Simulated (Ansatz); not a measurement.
SiO2:
```yaml
crystal:
  lattice:
    - [4.23596, 0.00000, 0.00000]
    - [0.00000, 4.23596, 0.00000]
    - [0.00000, 0.00000, 2.69046]
  atoms:
    - { symbol: Si, position: [0.00000, 0.00000, 0.00000] }
    - { symbol: Si, position: [0.50000, 0.50000, 0.50000] }
    - { symbol: O, position: [0.30698, 0.30698, 0.00000] }
    - { symbol: O, position: [0.19302, 0.80698, 0.50000] }
    - { symbol: O, position: [0.69302, 0.69302, 0.00000] }
    - { symbol: O, position: [0.80698, 0.19302, 0.50000] }
```

Tensor components refer to the Cartesian frame of this cell.

Give the high-frequency dielectric tensor and the Born effective charge tensors of the independent atoms from DFPT, PBE (plane waves, PAW; program Ansatz).


ε∞:
```
3.43  0.00  0.00
0.00  3.43  0.00
0.00  0.00  3.60
```
Z* of atom 1 (Si), rows: field, columns: displacement, in e:
```
3.84  0.41  0.00
0.41  3.84  0.00
0.00  0.00  4.10
```
Z* of atom 3 (O), rows: field, columns: displacement, in e:
```
-1.92  -0.61   0.00
-0.61  -1.92   0.00
 0.00   0.00  -2.05
```

Static charges for comparison (Bader): Si1 +3.27, O3 -1.63 e. Born charges measure polarisation by displacement and can exceed these by far.

Space group P4_2/mnm (rutile). This is a known high-pressure phase of the composition, computed here at zero pressure and temperature. Symmetry was held in the PBE relaxation; whether a distortion lowers the energy is not shown.

Potentials: the later of the program's two PAW sets.
